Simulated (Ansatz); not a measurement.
KTaO$_{3}$ (cubic perovskite, Pm-3m), a = b = c = 4.024 Å, α = β = γ = 90.00°.

Relaxed with PBE in the plane-wave PAW code Ansatz. Indices refer to the conventional cell of Pm-3m, a = b = c = 4.024 Å, α = β = γ = 90.00°.

Q: Simulate the powder diffraction pattern (Ag Kα, λ = 0.560885 Å; lines above 1 %) up to 2θ = 30°.

A: Simulated powder pattern, Ag Kα, λ = 0.560885 Å (kinematic, ideal powder, no thermal factors, no anomalous dispersion; the 30 strongest lines at most, above 1 %, up to 2θ = 30°):

```json
[
 {"2θ (°)": "7.99", "d (Å)": "4.024", "I/Imax (%)": "66", "hkl": "(100)"},
 {"2θ (°)": "11.31", "d (Å)": "2.846", "I/Imax (%)": "100", "hkl": "(110)"},
 {"2θ (°)": "13.86", "d (Å)": "2.323", "I/Imax (%)": "8.3", "hkl": "(111)"},
 {"2θ (°)": "16.02", "d (Å)": "2.012", "I/Imax (%)": "35", "hkl": "(200)"},
 {"2θ (°)": "17.93", "d (Å)": "1.800", "I/Imax (%)": "37", "hkl": "(210)"},
 {"2θ (°)": "19.66", "d (Å)": "1.643", "I/Imax (%)": "47", "hkl": "(211)"},
 {"2θ (°)": "22.73", "d (Å)": "1.423", "I/Imax (%)": "24", "hkl": "(220)"},
 {"2θ (°)": "24.13", "d (Å)": "1.341", "I/Imax (%)": "20", "hkl": "(221)+(300)"},
 {"2θ (°)": "25.46", "d (Å)": "1.273", "I/Imax (%)": "22", "hkl": "(310)"},
 {"2θ (°)": "26.73", "d (Å)": "1.213", "I/Imax (%)": "6.0", "hkl": "(311)"},
 {"2θ (°)": "27.94", "d (Å)": "1.162", "I/Imax (%)": "8.1", "hkl": "(222)"},
 {"2θ (°)": "29.10", "d (Å)": "1.116", "I/Imax (%)": "8.8", "hkl": "(320)"}
]
```

Symmetry was held in the PBE relaxation. At this level the phase is dynamically unstable (imaginary phonons). No spin polarisation was allowed. Spin–orbit coupling is left out wherever it is not named.

Potentials: the later of the program's two PAW sets.
